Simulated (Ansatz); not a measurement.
In the program Ansatz at the r²SCAN level (PAW), NbP in the tetragonal phase (I4_1md; Nb on 4a, P on 4a) relaxes to a = 3.340 Å, c = 11.450 Å. P has 6 nearest neighbours from 2.54 Å (trigonal prismatic). Against the elements it lies at -1.11 eV/atom, with no fitted shifts.

Electronic character: no gap, with almost no states at the Fermi level (zero-gap or semimetallic).

Bader charges are Nb +1.23, P -1.23 e.

The cell was relaxed with r²SCAN under the symmetry of its start. No spin polarisation was allowed. A small band overlap can be real or an error of a semilocal functional. The references are the lowest solids computed at this level, not always the standard phases. Spin–orbit coupling is left out wherever it is not named.

Potentials: the later of the program's two PAW sets.
